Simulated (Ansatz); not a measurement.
Sc (hcp, Mg type)

```xyz
2
Lattice="3.3194 0.0000 0.0000 -1.6597 2.8747 0.0000 0.0000 0.0000 5.1664" Properties=species:S:1:pos:R:3 pbc="T T T"
Sc     0.0000     1.9165     3.8748
Sc     1.6597     0.9582     1.2916
```

Equation-of-state scan: isotropic scaling of the cell above, V₀ being its volume. Symmetry pins the atoms to their sites.

Computed with PBE (plane waves to 420 eV, PAW, scalar-relativistic; Ansatz, an electronic-structure program). k mesh 16×16×9 (Γ-centred), Fermi-Dirac smearing 0.05 eV. Energies are smeared free energies. Compression counts positive. With the shape held, the modulus is that of even scaling; a crystal free to change shape is softer. Sc is run without spin polarisation. Sc was relaxed with its symmetry unable to fall. ΔE is measured from the relaxed starting cell. The last digit holds for this mesh only.

```csv
V (Å³/atom),ΔE (meV/atom)
23.171,16.4
23.467,withheld
23.762,5.7
24.058,2.5
24.354,0.6
24.650,0.0
24.946,0.6
25.241,2.3
25.537,5.2
25.833,9.0
26.129,13.8
```

Question: Fit a third-order Birch-Murnaghan form (E₀, V₀, B₀, B₀′ free) to the given rows and predict ΔE at V = 23.467.

Answer: Least squares on the 10 given rows: ΔE = E₀ + (9V₀B₀/16)·y²·[2 + (B₀′ − 4)y], y = (V₀/V)^(2/3) − 1, with V₀ = 24.648 Å³/atom, B₀ = 54.22 GPa (160.2 GPa = 1 eV/Å³; the term in eV is multiplied by 1000), B₀′ = 3.42, E₀ = 0.01 meV/atom; root-mean-square residual 0.02 meV/atom. At 23.467 the fit gives 10.3 meV/atom; the calculation gives 10.3 meV/atom, the same to the digits shown. For the pressure the fit gives 2.9 GPa against the computed 2.9 GPa.

(A scan under strain: stresses follow from slopes of the energy per volume, elastic moduli from its curvatures.)
